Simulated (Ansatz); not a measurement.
Input file for Ansatz (an electronic-structure program):

Ansatz 0.2 input:
```yaml
crystal:
  lattice:
    - [4.1549516237, 0.0, 0.0]
    - [0.0, 4.1549516237, 0.0]
    - [0.0, 0.0, 2.6614194437]
  atoms:
    - { symbol: Si, position: [0.0, 0.0, 0.0] }
    - { symbol: Si, position: [0.5, 0.5, 0.5] }
    - { symbol: O, position: [0.3055858293, 0.3055858293, 0.0] }
    - { symbol: O, position: [0.8055858293, 0.1944141707, 0.5] }
    - { symbol: O, position: [0.1944141707, 0.8055858293, 0.5] }
    - { symbol: O, position: [0.6944141707, 0.6944141707, 0.0] }
kpoints:
  mp_grid: { grid: [7, 7, 10] }
hamiltonian:
  xc: lda
  pseudopotentials: { kind: paw }
scf:
  occupations: { method: fixed }
elastic: { mode: relaxed_ion, stencil: two_point, amplitude: 0.005, f_tol: 0.0005 }
```

Output (shortened):

```
Pseudopotential: Si, paw, valence charge 4
Pseudopotential: O, paw, valence charge 6
Functional definition: SPW92
Crystal: 6 atoms, lattice volume = 45.946 Å³
Basis set: ecut = 420 eV, 913 PW (Γ)
Bands: 22, of which v1, the nominal top of the filled ones, is band 16 counted from 1 (15 counted from 0)
Symmetry: 16 space group operations
Space group: P42/mnm (ITA 136), of the structure as read, at distance tolerance 3.6e-5 Å
k-points: 60 of 490
SCF 1 converged in 9 iterations: F = -3445.423924 eV  dr2 = 6.16e-15
relax step   1: F+E_penalty+E_count = -3445.42392360 eV  Δ(F+E_penalty+E_count) = +0.000e0 eV  max|allowed force component| = 5.367e-4 eV/Å  Δτ_max = 0.0000 Å  (9 SCF iters, accepted)
Crystal: 6 atoms, lattice volume = 45.946 Å³
SCF 2 converged in 6 iterations: F = -3445.423924 eV  dr2 = 2.56e-14
relax step   2: F+E_penalty+E_count = -3445.42392362 eV  Δ(F+E_penalty+E_count) = -1.789e-8 eV  max|allowed force component| = 3.728e-4 eV/Å  Δτ_max = 0.0000 Å  (6 SCF iters, accepted)
Crystal: 6 atoms, lattice volume = 45.946 Å³
SCF 3 converged in 9 iterations: F = -3445.423924 eV  dr2 = 2.01e-14
Crystal: 6 atoms, lattice volume = 45.716 Å³
Symmetry: 8 space group operations
k-points: 96 of 490
SCF 4 converged in 8 iterations: F = -3445.421938 eV  dr2 = 4.14e-14
relax step   1: F+E_penalty+E_count = -3445.42193795 eV  Δ(F+E_penalty+E_count) = +0.000e0 eV  max|allowed force component| = 4.507e-2 eV/Å  Δτ_max = 0.0000 Å  (8 SCF iters, accepted)
Crystal: 6 atoms, lattice volume = 45.716 Å³
SCF 5 converged in 8 iterations: F = -3445.422174 eV  dr2 = 1.97e-15
relax step   2: F+E_penalty+E_count = -3445.42217398 eV  Δ(F+E_penalty+E_count) = -2.360e-4 eV  max|allowed force component| = 9.206e-3 eV/Å  Δτ_max = 0.0023 Å  (8 SCF iters, accepted)
Crystal: 6 atoms, lattice volume = 45.716 Å³
SCF 6 converged in 7 iterations: F = -3445.422249 eV  dr2 = 6.75e-14
relax step   3: F+E_penalty+E_count = -3445.42224864 eV  Δ(F+E_penalty+E_count) = -7.466e-5 eV  max|allowed force component| = 1.079e-2 eV/Å  Δτ_max = 0.0021 Å  (7 SCF iters, accepted)
Crystal: 6 atoms, lattice volume = 45.716 Å³
SCF 7 converged in 7 iterations: F = -3445.422284 eV  dr2 = 5.86e-14
relax step   4: F+E_penalty+E_count = -3445.42228419 eV  Δ(F+E_penalty+E_count) = -3.555e-5 eV  max|allowed force component| = 3.873e-4 eV/Å  Δτ_max = 0.0023 Å  (7 SCF iters, accepted)
Crystal: 6 atoms, lattice volume = 45.716 Å³
SCF 8 converged in 2 iterations: F = -3445.422284 eV  dr2 = 9.66e-15
Crystal: 6 atoms, lattice volume = 46.175 Å³
SCF 9 converged in 8 iterations: F = -3445.421887 eV  dr2 = 2.64e-14
relax step   1: F+E_penalty+E_count = -3445.42188668 eV  Δ(F+E_penalty+E_count) = +0.000e0 eV  max|allowed force component| = 4.510e-2 eV/Å  Δτ_max = 0.0000 Å  (8 SCF iters, accepted)
Crystal: 6 atoms, lattice volume = 46.175 Å³
SCF 10 converged in 8 iterations: F = -3445.422223 eV  dr2 = 7.36e-15
relax step   2: F+E_penalty+E_count = -3445.42222298 eV  Δ(F+E_penalty+E_count) = -3.363e-4 eV  max|allowed force component| = 3.900e-3 eV/Å  Δτ_max = 0.0062 Å  (8 SCF iters, accepted)
Crystal: 6 atoms, lattice volume = 46.175 Å³
SCF 11 converged in 7 iterations: F = -3445.422225 eV  dr2 = 3.81e-15
relax step   3: F+E_penalty+E_count = -3445.42222478 eV  Δ(F+E_penalty+E_count) = -1.797e-6 eV  max|allowed force component| = 9.056e-5 eV/Å  Δτ_max = 0.0002 Å  (7 SCF iters, accepted)
Crystal: 6 atoms, lattice volume = 46.175 Å³
SCF 12 converged in 2 iterations: F = -3445.422225 eV  dr2 = 5.24e-16
Crystal: 6 atoms, lattice volume = 45.716 Å³
Basis set: ecut = 420 eV, 905 PW (Γ)
SCF 13 converged in 8 iterations: F = -3445.421304 eV  dr2 = 3.39e-14
relax step   1: F+E_penalty+E_count = -3445.42130378 eV  Δ(F+E_penalty+E_count) = +0.000e0 eV  max|allowed force component| = 4.687e-3 eV/Å  Δτ_max = 0.0000 Å  (8 SCF iters, accepted)
Crystal: 6 atoms, lattice volume = 45.716 Å³
SCF 14 converged in 7 iterations: F = -3445.421306 eV  dr2 = 8.50e-15
relax step   2: F+E_penalty+E_count = -3445.42130639 eV  Δ(F+E_penalty+E_count) = -2.607e-6 eV  max|allowed force component| = 5.081e-5 eV/Å  Δτ_max = 0.0002 Å  (7 SCF iters, accepted)
Crystal: 6 atoms, lattice volume = 45.716 Å³
SCF 15 converged in 2 iterations: F = -3445.421306 eV  dr2 = 1.05e-15
Crystal: 6 atoms, lattice volume = 46.175 Å³
SCF 16 converged in 8 iterations: F = -3445.421082 eV  dr2 = 5.81e-14
relax step   1: F+E_penalty+E_count = -3445.42108174 eV  Δ(F+E_penalty+E_count) = +0.000e0 eV  max|allowed force component| = 2.421e-3 eV/Å  Δτ_max = 0.0000 Å  (8 SCF iters, accepted)
Crystal: 6 atoms, lattice volume = 46.175 Å³
SCF 17 converged in 6 iterations: F = -3445.421082 eV  dr2 = 4.38e-14
relax step   2: F+E_penalty+E_count = -3445.42108245 eV  Δ(F+E_penalty+E_count) = -7.106e-7 eV  max|allowed force component| = 5.070e-5 eV/Å  Δτ_max = 0.0001 Å  (6 SCF iters, accepted)
Crystal: 6 atoms, lattice volume = 46.175 Å³
SCF 18 converged in 2 iterations: F = -3445.421082 eV  dr2 = 6.31e-15
Crystal: 6 atoms, lattice volume = 45.945 Å³
Symmetry: 4 space group operations
k-points: 144 of 490
SCF 19 converged in 8 iterations: F = -3445.423020 eV  dr2 = 3.65e-14
relax step   1: F+E_penalty+E_count = -3445.42301974 eV  Δ(F+E_penalty+E_count) = +0.000e0 eV  max|allowed force component| = 1.528e-2 eV/Å  Δτ_max = 0.0000 Å  (8 SCF iters, accepted)
Crystal: 6 atoms, lattice volume = 45.945 Å³
SCF 20 converged in 7 iterations: F = -3445.423042 eV  dr2 = 1.26e-14
relax step   2: F+E_penalty+E_count = -3445.42304239 eV  Δ(F+E_penalty+E_count) = -2.265e-5 eV  max|allowed force component| = 2.688e-3 eV/Å  Δτ_max = 0.0006 Å  (7 SCF iters, accepted)
Crystal: 6 atoms, lattice volume = 45.945 Å³
SCF 21 converged in 6 iterations: F = -3445.423043 eV  dr2 = 4.47e-14
relax step   3: F+E_penalty+E_count = -3445.42304312 eV  Δ(F+E_penalty+E_count) = -7.293e-7 eV  max|allowed force component| = 5.490e-5 eV/Å  Δτ_max = 0.0001 Å  (6 SCF iters, accepted)
Crystal: 6 atoms, lattice volume = 45.945 Å³
SCF 22 converged in 2 iterations: F = -3445.423043 eV  dr2 = 4.30e-15
Crystal: 6 atoms, lattice volume = 45.945 Å³
SCF 23 converged in 8 iterations: F = -3445.423020 eV  dr2 = 2.55e-14
relax step   1: F+E_penalty+E_count = -3445.42301974 eV  Δ(F+E_penalty+E_count) = +0.000e0 eV  max|allowed force component| = 1.528e-2 eV/Å  Δτ_max = 0.0000 Å  (8 SCF iters, accepted)
Crystal: 6 atoms, lattice volume = 45.945 Å³
SCF 24 converged in 7 iterations: F = -3445.423043 eV  dr2 = 7.05e-14
relax step   2: F+E_penalty+E_count = -3445.42304305 eV  Δ(F+E_penalty+E_count) = -2.332e-5 eV  max|allowed force component| = 4.283e-4 eV/Å  Δτ_max = 0.0008 Å  (7 SCF iters, accepted)
Crystal: 6 atoms, lattice volume = 45.945 Å³
SCF 25 converged in 2 iterations: F = -3445.423043 eV  dr2 = 8.17e-15
Crystal: 6 atoms, lattice volume = 45.945 Å³
SCF 26 converged in 10 iterations: F = -3445.422759 eV  dr2 = 1.85e-15
relax step   1: F+E_penalty+E_count = -3445.42275899 eV  Δ(F+E_penalty+E_count) = +0.000e0 eV  max|allowed force component| = 8.819e-3 eV/Å  Δτ_max = 0.0000 Å  (10 SCF iters, accepted)
Crystal: 6 atoms, lattice volume = 45.945 Å³
SCF 27 converged in 7 iterations: F = -3445.422763 eV  dr2 = 3.96e-14
relax step   2: F+E_penalty+E_count = -3445.42276344 eV  Δ(F+E_penalty+E_count) = -4.453e-6 eV  max|allowed force component| = 4.077e-3 eV/Å  Δτ_max = 0.0003 Å  (7 SCF iters, accepted)
Crystal: 6 atoms, lattice volume = 45.945 Å³
SCF 28 converged in 7 iterations: F = -3445.422765 eV  dr2 = 5.98e-15
relax step   3: F+E_penalty+E_count = -3445.42276461 eV  Δ(F+E_penalty+E_count) = -1.165e-6 eV  max|allowed force component| = 3.534e-7 eV/Å  Δτ_max = 0.0001 Å  (7 SCF iters, accepted)
Crystal: 6 atoms, lattice volume = 45.945 Å³
SCF 29 converged in 2 iterations: F = -3445.422765 eV  dr2 = 9.06e-16
Crystal: 6 atoms, lattice volume = 45.945 Å³
SCF 30 converged in 10 iterations: F = -3445.422759 eV  dr2 = 2.25e-15
relax step   1: F+E_penalty+E_count = -3445.42275899 eV  Δ(F+E_penalty+E_count) = +0.000e0 eV  max|allowed force component| = 8.818e-3 eV/Å  Δτ_max = 0.0000 Å  (10 SCF iters, accepted)
Crystal: 6 atoms, lattice volume = 45.945 Å³
SCF 31 converged in 7 iterations: F = -3445.422765 eV  dr2 = 1.68e-14
relax step   2: F+E_penalty+E_count = -3445.42276460 eV  Δ(F+E_penalty+E_count) = -5.612e-6 eV  max|allowed force component| = 2.368e-4 eV/Å  Δτ_max = 0.0002 Å  (7 SCF iters, accepted)
Crystal: 6 atoms, lattice volume = 45.945 Å³
SCF 32 converged in 2 iterations: F = -3445.422765 eV  dr2 = 3.70e-15
SCF converged after 9 iterations
Stability not checked: this state was not tested for a lower state beside it, because too few of the mixer's solves of this state at the end of the SCF gave a …
Free energy (F): -3445.423924 eV
Harris-Foulkes:  -3445.423924 eV  (|F-HF|=9.09e-13)
Internal energy: -3445.423924 eV  (E = F + TS)
E sigma→0 (E₀):  -3445.423924 eV
Fermi energy:    10.516614 eV
--- Per-component energies (eV) ---
  E_band       = 62.867335
  E_kinetic    = 812.641471
  E_local      = -1209.598273  (includes V_loc(G=0)·N_el)
  E_nonlocal   = 246.864382
  E_hartree    = 424.435109
  E_xc         = -407.026182
  E_vxc        = -477.424468  (∫ρ·V_xc dr)
  E_paw        = -1565.421586  (= ΣΔE_a)
  E_vpaw       = -158.496273  (= ΣTr[D̂ρ^β])
  E_aug_tail   = 0.010285  (compensation charges beyond the density's cutoff)
  E_ewald      = -1747.885477
  E_core_change = 0.556347  (= ΣΔE_core)
  E_smearing   =  0.000000  (= −TS)
  E_closure    =  0.000000  (closes the sum)
  Σ components = -3445.423924   (vs F -3445.423924, Δ=0.00e0)
--- Forces (eV/Å), atoms counted from 1 ---
  atom   1  Si     0.00000000     0.00000000     0.00000000
  atom   2  Si     0.00000000     0.00000000     0.00000000
  atom   3  O     -0.00037279    -0.00037279     0.00000000
  atom   4  O     -0.00037279     0.00037279     0.00000000
  atom   5  O      0.00037279    -0.00037279     0.00000000
  atom   6  O      0.00037279     0.00037279     0.00000000
  max |Σ_I F_I| component: 1.73e-18 eV/Å
--- Stress (GPa, compression-positive) ---
       -0.012232       0.000000       0.000000
        0.000000      -0.012232       0.000000
        0.000000       0.000000      -0.003734
  P = ⅓ Tr σ = -0.0094 GPa (-0.094 kbar)
--- Band table (eV; the first three rows and the last of 60) ---
  k-point 0: bands = ["-12.0308", "-8.2205", "-8.2205", "-7.9509", "-0.5028", "3.9444", "3.9444", "4.0079", "4.9734", "5.3033", "7.2956", "7.2956", "7.9616", "9.6097", "9.6097", "10.5166", "16.3252", "16.9803", "18.9129", "18.9129", "21.2887", "21.9994"]
  k-point 1: bands = ["-11.8934", "-8.1489", "-8.1489", "-7.9338", "-0.4547", "4.0575", "4.0575", "4.1576", "4.5868", "5.1121", "6.8300", "6.8300", "7.4893", "9.5099", "9.5099", "10.3890", "16.8015", "17.7231", "19.5057", "19.5057", "20.7555", "22.6008"]
  k-point 2: bands = ["-11.4915", "-7.9527", "-7.9527", "-7.9314", "-0.3410", "3.8449", "4.3829", "4.3829", "4.4356", "4.5978", "5.7585", "5.7585", "6.5425", "9.1930", "9.1930", "9.9863", "17.7245", "19.4280", "20.3849", "20.9154", "20.9154", "23.4657"]
  k-point 59: bands = ["-8.8580", "-8.8370", "-7.6464", "-7.6094", "-0.4282", "-0.3055", "2.1550", "2.2031", "5.0240", "5.8631", "5.9168", "6.6846", "8.5638", "8.6267", "8.8282", "8.9672", "17.7778", "17.8029", "21.4388", "21.5048", "21.9418", "22.1130"]
--- Elastic constants: 4 strain directions × 2 members + reference (group order 16) ---
  dense FFT box of the reference and of every strained cell: 30×30×18
  strains applied: 11, 33, 23, 12; error gains …
  reference relaxed by the batch: 2 steps …
  largest displacement 7.0e-6 Å; the constants are those of the deck's cell at these positions:
  atoms:
    - { symbol: Si, position: [0.0, 0.0, 0.0] }
    - { symbol: Si, position: [0.5, 0.5, 0.5] }
    - { symbol: O, position: [0.3055846459674196, 0.3055846459674196, 0.0] }
    - { symbol: O, position: [0.8055846459674195, 0.19441535403258045, 0.5] }
    - { symbol: O, position: [0.19441535403258045, 0.8055846459674195, 0.5] }
    - { symbol: O, position: [0.6944153540325805, 0.6944153540325805, 0.0] }
  C = ∂σ_k/∂η_j (tension-positive GPa; Voigt order 11 22 33 23 13 12):
       450.348    222.300    194.369      0.000      0.000      0.000
       222.300    450.348    194.369      0.000      0.000      0.000
       194.207    194.207    746.739      0.000      0.000      0.000
         0.000      0.000      0.000    253.117      0.000      0.000
         0.000      0.000      0.000      0.000    253.117      0.000
         0.000      0.000      0.000      0.000      0.000    325.585
  reference stress σ⁰ (GPa):      0.012      0.012      0.004      0.000      0.000      0.000
  moduli (Voigt/Reuss/Hill, GPa): K = 318.80/307.28/313.04   G = 235.47/206.40/220.93   E = 536.57   ν = 0.214
  mechanically stable: yes (min eigenvalue of sym C = 228.05 GPa)
  strain η (Voigt 11):  stress-route row diagonal C_11 = 450.35 GPa, energy-path curvature d²(F+E_count+ΔE)/dδ²/Ω₀ = 451.64 GPa
         δ    σ_11 (GPa)             F (eV)   n_scf  n_hpsi   n_pw
    -5.000e-3      -2.2648       -3445.4222842       2   17824    913   relax 4 steps, max|allowed force component| 3.87e-4 eV/Å
     5.000e-3       2.2387       -3445.4222248       2   17764    920   relax 3 steps, max|allowed force component| 9.06e-5 eV/Å
  strain η (Voigt 33):  stress-route row diagonal C_33 = 746.74 GPa, energy-path curvature d²(F+E_count+ΔE)/dδ²/Ω₀ = 748.39 GPa
         δ    σ_33 (GPa)             F (eV)   n_scf  n_hpsi   n_pw
    -5.000e-3      -3.7936       -3445.4213064       2   11115    912   relax 2 steps, max|allowed force component| 5.08e-5 eV/Å
     5.000e-3       3.6738       -3445.4210824       2   11140    920   relax 2 steps, max|allowed force component| 5.07e-5 eV/Å
  strain η (Voigt 23):  stress-route row diagonal C_44 = 253.12 GPa, energy-path curvature d²(F+E_count+ΔE)/dδ²/Ω₀ = 253.34 GPa
         δ    σ_23 (GPa)             F (eV)   n_scf  n_hpsi   n_pw
    -5.000e-3      -1.2656       -3445.4230431       2   26793    917   relax 3 steps, max|allowed force component| 5.49e-5 eV/Å
     5.000e-3       1.2656       -3445.4230431       2   26864    917   relax 2 steps, max|allowed force component| 4.28e-4 eV/Å
  strain η (Voigt 12):  stress-route row diagonal C_66 = 325.58 GPa, energy-path curvature d²(F+E_count+ΔE)/dδ²/Ω₀ = 325.64 GPa
         δ    σ_12 (GPa)             F (eV)   n_scf  n_hpsi   n_pw
    -5.000e-3      -1.6279       -3445.4227646       2   17759    920   relax 3 steps, max|allowed force component| 3.53e-7 eV/Å
     5.000e-3       1.6279       -3445.4227646       2   17731    920   relax 2 steps, max|allowed force component| 2.37e-4 eV/Å
```

Cost: very roughly 70 core-seconds on shared cores.

Space group P4_2/mnm (rutile). This is a known high-pressure phase of the composition, computed here at zero pressure and temperature. The LDA relaxation kept the symmetry of its start; phonons on a q-mesh show no instability.

Potentials: the later of the program's two PAW sets.

Ansatz is a plane-wave DFT program.
